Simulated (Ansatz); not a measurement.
Consider the following.

FeSb2:
```xyz
6
Lattice="5.7739 0.0000 0.0000 0.0000 6.4312 0.0000 0.0000 0.0000 3.1164" Properties=species:S:1:pos:R:3 pbc="T T T"
Fe     0.0000     0.0000     0.0000
Fe     2.8869     3.2156     1.5582
Sb     1.1012     2.2734     0.0000
Sb     4.6727     4.1578     0.0000
Sb     3.9881     0.9422     1.5582
Sb     1.7858     5.4890     1.5582
```

This is the PBEsol-relaxed structure.

**Question.** All from DFT-PBEsol in the program Ansatz with PAW potentials, unless another level is named. Predict the electronic character.

**Answer.** metallic (no gap).

**Question.** And the density of states at the Fermi level?

**Answer.** 0.13 states/eV per atom (mean over ±0.08 eV).

**Question.** Predict the formation energy from the elements (no fitted shifts).

**Answer.** -94 meV/atom.

Space group Pnnm. The first step of the workflow began from a Materials Project structure, measured or hypothetical; the Crystallography Open Database files this formula in space group No. 58, but the cells were not matched. Whether it is the stable phase at ambient conditions was not checked. Symmetry was held in the PBEsol relaxation; of distortions, only those at the zone centre were tested. The workflow began spin-polarised and lost its moments. The references are the lowest solids computed at this level, not always the standard phases. Scalar-relativistic: spin–orbit coupling is off unless named, which matters more the heavier the elements.

Potentials: the later of the program's two PAW sets.
